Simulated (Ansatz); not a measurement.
## Trial structures of LiSi3N2: starts and ends

These are results of Ansatz 0.2.0, DFT PBE, scalar-relativistic, plane waves, PAW, not measurements. All cells share a 420 eV cutoff and Γ-centred k meshes spaced at most about 0.3 Å⁻¹ (about 0.25 or finer for metals, 2π included). No spin polarisation in the final relaxations.

Each guess was relaxed in cell and atoms at zero pressure, within the symmetry of its start. These are static total energies at zero pressure. Coordination counts N atoms around Li and Si (those within 1.25 times the shortest such distance or 1.15 times the sum of covalent radii, 1.27 where that leaves under three; a plus sign parts nearer from farther groups; the shortest distance is added where it exceeds 1.18 times the sum of covalent radii; a slash parts the counts of unlike sites).

```csv
guess,made from,start group,V start (Å³/atom),end group,V end (Å³/atom),coordination at the end,gap on mesh (eV),E over the lowest end (meV/atom)
1,Pr3MgAl2 type,P4/mmm,15.5,P4/mmm,11.3,"Li 2, Si 4/8 from 3.4 Å",0,190
2,random cell,P-3m1,15.4,?,?,?,?,?
3,NdB2Ru3 type,P6/mmm,12.6,P6/mmm,11.5,"Li 6 from 3.1 Å, Si 4",0,785
4,random cell,P-6m2,14.0,P-6m2,13.8,"Li 2, Si 3+3 from 2.6 Å/6 from 2.6 Å",0,802
5,Li2HfO3 type,C2/m,11.3,Cmmm,14.7,"Li 8 from 3.1 Å, Si 1/4",0,260
6,Hf2GaSb3 type,P-4m2,11.5,P-4m2,11.4,"Li 4, Si 1/4",0,0
7,Y2Al3Fe type,R-3m,14.2,R-3m,16.2,"Li 6 from 3.0 Å, Si 2",0,827
```

Guess 2 as it starts:

```cif
data_structure
_symmetry_space_group_name_H-M 'P-3m1'
_symmetry_Int_Tables_number 164
_cell_length_a 4.6804
_cell_length_b 4.6804
_cell_length_c 4.8761
_cell_angle_alpha 90.000
_cell_angle_beta 90.000
_cell_angle_gamma 120.000
_cell_volume 92.51
loop_
_atom_site_label
_atom_site_type_symbol
_atom_site_symmetry_multiplicity
_atom_site_Wyckoff_symbol
_atom_site_fract_x
_atom_site_fract_y
_atom_site_fract_z
_atom_site_occupancy
Li1 Li 1 a 0.00000 0.00000 0.00000 1
Si1 Si 3 f 0.50000 0.00000 0.50000 1
N1 N 2 d 0.33333 0.66667 0.75886 1
```

Task: Fill in the missing row: what does this guess relax into, and where does it rank?

Result: It ends in space group P-3m1 (No. 164), with a = 4.673 Å, c = 4.825 Å, 15.2 Å³/atom and no gap. It lies 0.87 eV/atom over the lowest end, above guess 7 and so the highest of the set. Counting N atoms around Li and Si, this end has Li 6 from 2.9 Å, Si 2 and the lowest (guess 6) has Li 4, Si 1/4. This end and the lowest (guess 6) both hold Si–Si nets.

```
Li Si N
1.0
     4.67317    0.00000    0.00000
    -2.33658    4.04708    0.00000
     0.00000    0.00000    4.82474
Li Si N
1 3 2
Direct
  0.00000 0.00000 0.00000
  0.50000 0.00000 0.50000
  0.00000 0.50000 0.50000
  0.50000 0.50000 0.50000
  0.33333 0.66667 0.77331
  0.66667 0.33333 0.22669
```

Formation energies are uncorrected and refer to the elements' standard structures at the same level (N₂ as a molecule).

Task: Is the lowest end bound against the elements?

Result: Yes: its formation energy is −0.24 eV/atom. Whether it is stable depends on the other phases of the system, which aren't compared here.

Weakly bound directions are ill-defined at this level, which has no dispersion term (P-3m1), and this can change margins and order among such cells. In P-4m2, P4/mmm, Cmmm, P6/mmm, P-6m2 and others an odd number of electrons in the primitive cell allows no gap without spin; a larger cell or a magnetic state could open one. A magnetic state wasn't ruled out in cells without spin, among them R-3m. Cells relaxed within their symmetry can be saddle points. A lower structure may well exist outside this small set. Some candidate types were left out of the draw beforehand, so a known form may be missing.
